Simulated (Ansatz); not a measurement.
# C: a fit and a missing row

C, P6_3/mmc, a = 2.512 Å, c = 12.392 Å. Ansatz: r2SCAN, PAW, 500 eV, Γ-centred 12×12×2 mesh on 12 atoms, Gaussian smearing 0.02 eV; no spin polarisation. Shape and atoms are relaxed at each volume; pressure is positive in compression.

```
V (Å³/atom) P (GPa)
      4.968    72.63
      5.137    50.45
      5.306    31.21
      5.476    14.50
      5.645    -0.02
      5.814   -12.64
      5.984        ?
      6.209   -36.04
```

Task: Take V0 = 5.645 Å³/atom, count pressures from its P0 = -0.02 GPa, fit the third-order Birch–Murnaghan form to the other rows, and predict the missing pressure.

Result: With the Eulerian strain f = ½[(V0/V)^(2/3) − 1] and y = (P − P0)/[3f(1 + 2f)^(5/2)], the form is the line y = B0 + 1.5 B0 (B0′ − 4) f. Rows (f, y): 0.04445, 440.3; 0.03244, 443.2; 0.02108, 445.4; 0.01024, 449.3; -0.00974, 453.7; -0.03076, 457.5. Means f = 0.01129, y = 448.23; Σ(Δf)² = 0.003854, ΣΔfΔy = -0.9030; the slope is their ratio. y = 450.9 − 234.3 f GPa, so B0 = 450.9 GPa and B0′ = 4 + 2 × (-234.3)/(3 × 450.9) = 3.65. At V = 5.984, f = -0.01907, y = 455.37 and P = -23.66 GPa. The run gave -23.62 GPa, so the fit is 0.04 GPa too low, within twice the rms miss on the fitted rows (0.03 GPa).